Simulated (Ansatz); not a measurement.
## SbS: zone-centre modes

Theory: DFT PBE, scalar-relativistic, plane waves, PAW in Ansatz. Settings: 420 eV plane-wave cutoff, Γ-centred 20×20×20 mesh, Fermi-Dirac smearing of 0.15 eV. No spin polarisation. Phonons by linear response, acoustic sum rule imposed.

Equilibrium structure at this level:
```
Sb S
1.0
    -1.78902    2.29031    2.86654
     1.78902   -2.29031    2.86654
     1.78902    2.29031   -2.86654
Sb S
1 1
Direct
  0.50000 0.00000 0.50000
  0.00000 0.50000 0.50000
```

It was reached by relaxing an invented guess, and it needn't be the stable form of this composition. In a metal, frequencies depend on the k mesh and the smearing, soft modes most. Spin–orbit coupling is left out, which matters for heavy elements.

Optical modes at Γ:
| frequency (meV) | degeneracy |
| --- | --- |
| 9.6 | 1 |
| 13.5 | 1 |
| 15.2 | 1 |

All 3 optical modes at Γ are real: no displacement of atoms at fixed cell lowers the energy to second order. Strains and modes at other wave vectors aren't tested by this run.
